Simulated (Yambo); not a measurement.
Yambo run on CdZnS2 (space group P-4m2, No. 115). The wavefunctions are norm-conserving PBEsol (Quantum ESPRESSO, 102 Ry, with spin-orbit coupling) ones on a 4×4×2 mesh (52 occupied bands); a = b = 3.928 Å, c = 5.652 Å, α = β = γ = 90.00°.

Yambo input:

```
rim_cut
gw0
dyson
el_el_corr
HF_and_locXC
ppa
em1d
RandQpts= 1000000
RandGvec= 1 Ry
EXXRLvcs= 102 Ry
VXCRLvcs= 408 Ry
Chimod= "HARTREE"
% BndsRnXp
 17 | 214 |
%
NGsBlkXp= 2 Ry
% LongDrXp
 1.0 | 1.0 | 1.0 |
%
PPAPntXp= 27.2114 eV
% GbndRnge
 1 | 214 |
%
GTermKind= "BG"
DysSolver= "n"
ExtendOut
% QPkrange
 1 | 1 | 52 | 53 |
%
```

k points by index: 1 = Γ.

The o-*.qp file then holds:

```
#    K-point    Band    Eo [eV]    E [eV]    E-Eo [eV]    Vxc [eV]    Vnlxc [eV]    Sc|Eo [eV]    Sc|E [eV]    dSc/dw|Eo [eV]    Re(Z)    Im(Z)
#
    1    52    0.000000    -0.500242    -0.500242    -15.85623    -18.94476    2.467084    2.588284    -6.591442    0.805001    -0.001353
    1    53    1.362290    1.931946    0.569656    -11.21313    -7.087632    -3.433060    -3.555838    -5.863756    0.822712    -0.001251
```
(The two width columns are left out.) Convergence of these settings isn't established.

Geometry relaxed with PBEsol.

The structure is a Materials Project entry; no match was found in the copy of COD used, and its stability was not checked.
